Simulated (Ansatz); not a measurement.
With the program Ansatz at the PBE level (PAW), NbC2 in the MoSi2 or CaC2 type structure (I4/mmm) relaxes to a = 3.199 Å, c = 5.889 Å. Against the elements it lies at 0.47 eV/atom, with no fitted shifts.

Electronic character: metallic (no gap). Gap from PBE with spin–orbit coupling: none (metallic).

The bulk modulus is 220 GPa.

The start of the workflow was typed in or built on a structure type; neither database checked (COD, Materials Project) lists it. Whether it is the stable phase at ambient conditions was not checked. The cell was relaxed with PBE under the symmetry of its start; its stability against distortions is not shown here. The run is not spin-polarised. The volume moved by -28 % from the start of the relaxation. Its formation energy is positive at this level, so the cell may be metastable or incomplete. The references are the lowest solids computed at this level, not always the standard phases. Scalar-relativistic: spin–orbit coupling is off unless named, which matters more the heavier the elements.

Potentials: the earlier of the program's two PAW sets.
